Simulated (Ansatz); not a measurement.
**HfC: levels along high-symmetry lines**

```
CELL_PARAMETERS angstrom
0.00000 2.32500 2.32500
2.32500 0.00000 2.32500
2.32500 2.32500 0.00000
ATOMIC_POSITIONS crystal
Hf 0.50000 0.50000 0.50000
C 0.00000 0.00000 0.00000
```

Atoms are numbered in the order listed.

The geometry is COD entry 1539502, unchecked; take it as a test cell.

Spin–orbit coupling is left out, though it moves levels of the heavy atoms by tenths of an eV or more.

Theory: DFT, PBEsol, all-electron LAPW, scalar-relativistic (Ansatz 0.2.0).

The runs use a Γ-centred 15×15×15 k mesh, Fermi–Dirac smearing of 0.05 eV, basis error target 1 meV/atom, no spin polarisation.

Points in fractions of the reciprocal vectors of this cell: Γ (0, 0, 0), X (0.5, 0, 0.5), U (0.625, 0.25, 0.625), K (0.375, 0.375, 0.75), L (0.5, 0.5, 0.5), W (0.5, 0.25, 0.75). The path joins them by straight lines in the order Γ–X–U–K–Γ–L–W–X; legs that retrace an earlier one aren't tabulated. Energies are in eV from the Fermi level.

(1) Is there a gap?

(2) List the levels between -14 and 3 eV at the symmetry points.

Results:

(1) none: bands cross the Fermi level, a metal.

(2) 
Γ: -12.29, -11.03, -11.02 (×3), -10.94 (×3), 1.10 (×3), 1.33 (×3)
X: -10.99 (×3), -10.97, -10.96 (×3), -10.37, -2.60, -1.83, -0.04 (×2)
U: -11.05, -11.00, -10.99, -10.98, -10.97, -10.96, -10.96, -9.63, -3.52, -2.74, -1.62, 1.57
K: -11.05, -11.00, -10.99, -10.98, -10.97, -10.96, -10.96, -9.63, -3.52, -2.74, -1.62, 1.57
L: -11.12, -11.00 (×2), -10.98, -10.95 (×2), -10.94, -8.36, -6.18, -3.00 (×2)
W: -11.04, -11.00, -10.99 (×2), -10.97, -10.96 (×2), -9.53, -2.97, -2.72 (×2)
